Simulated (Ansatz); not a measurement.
MnB₄:
```
MnB4
1.0
    4.56641     0.00000     0.00000
    0.00000     5.33320     0.00000
    0.00000     0.00000     2.91748
Mn B
2 8
Cartesian
  2.28321   2.66660   1.45874
  0.00000   0.00000   0.00000
  3.03813   4.63505   1.45874
  1.52828   0.69815   1.45874
  0.75492   3.36474   0.00000
  3.81149   1.96845   0.00000
  3.36289   0.98092   1.45874
  1.20352   4.35228   1.45874
  1.07968   1.68568   0.00000
  3.48673   3.64752   0.00000
```
The run is spin-polarised; directions of the spins, atom by atom: ↑ ↑ 0 0 0 0 0 0 0 0.

Relaxed with PBEsol.

### Question
Which orbitals make up the states near the Fermi level in the program Ansatz at the PBEsol level (PAW)?

### Answer
Within 0.5 eV of the Fermi level: Mn 3d 68 %, B 2p 29 %. Projections are on Löwdin-orthogonalised atomic valence shells; empty p or d shells of many metals are not among them.

### Question
Tabulate the density of states.

### Answer
States/eV per cell of 10 atoms, in 0.25 eV bins, energy from the Fermi level.

```tsv
E (eV)	total	B 2p	Mn 3d	B 2s
-7.85	1.85	1.14	0.30	0.37
-7.60	2.08	1.35	0.33	0.36
-7.35	2.14	1.41	0.35	0.34
-7.10	2.59	1.70	0.45	0.39
-6.85	2.81	1.83	0.54	0.40
-6.60	2.73	1.79	0.55	0.35
-6.35	2.81	1.85	0.59	0.32
-6.10	3.12	2.09	0.65	0.32
-5.85	2.99	2.06	0.61	0.27
-5.60	3.60	2.44	0.85	0.26
-5.35	4.54	3.04	1.18	0.26
-5.10	4.59	3.05	1.26	0.23
-4.85	4.83	3.23	1.32	0.22
-4.60	6.51	4.51	1.70	0.22
-4.35	6.18	4.23	1.70	0.19
-4.10	5.55	3.53	1.82	0.14
-3.85	4.02	2.39	1.49	0.10
-3.60	3.66	1.97	1.55	0.09
-3.35	4.45	2.17	2.14	0.10
-3.10	4.06	1.83	2.10	0.08
-2.85	3.19	1.26	1.84	0.05
-2.60	2.82	0.91	1.84	0.04
-2.35	3.14	0.76	2.28	0.06
-2.10	3.72	0.85	2.75	0.07
-1.85	4.29	0.90	3.24	0.07
-1.60	3.94	0.78	3.05	0.05
-1.35	2.55	0.48	2.01	0.02
-1.10	1.61	0.33	1.23	0.02
-0.85	1.37	0.44	0.89	0.02
-0.60	2.35	0.59	1.69	0.04
-0.35	2.88	0.58	2.22	0.05
-0.10	1.72	0.52	1.13	0.04
0.15	1.90	0.61	1.21	0.05
0.40	2.96	1.03	1.80	0.08
0.65	4.71	1.57	2.95	0.14
0.90	4.77	1.96	2.57	0.19
1.15	4.45	1.83	2.37	0.20
1.40	3.25	1.37	1.66	0.17
1.65	2.65	1.16	1.29	0.18
1.90	3.21	1.30	1.63	0.26
2.15	4.26	1.79	2.09	0.33
2.40	4.05	1.81	1.88	0.30
2.65	2.86	1.37	1.24	0.21
2.90	2.51	1.23	0.97	0.27
3.15	2.91	1.49	1.01	0.34
3.40	3.53	1.93	1.12	0.38
3.65	4.05	2.29	1.24	0.41
3.90	2.82	1.67	0.82	0.26
4.15	0.94	0.58	0.26	0.08
4.40	0.12	0.08	0.02	0.01
4.65	0.36	0.23	0.06	0.05
```

Space group Pnnm. The workflow started from a Materials Project entry (that database holds measured and hypothetical structures alike); the Crystallography Open Database copy checked does not list it. COD files the formula under space group No. 12. Its standing as an ambient phase is unchecked. Symmetry was held in the PBEsol relaxation; its stability against distortions is not shown here. Magnetic state: ferromagnetic, chosen from 5 collinear starts compared on coarse meshes (ties went to the first, and starts can fall back to one state), not a proven ground state.

Potentials: the later of the program's two PAW sets.
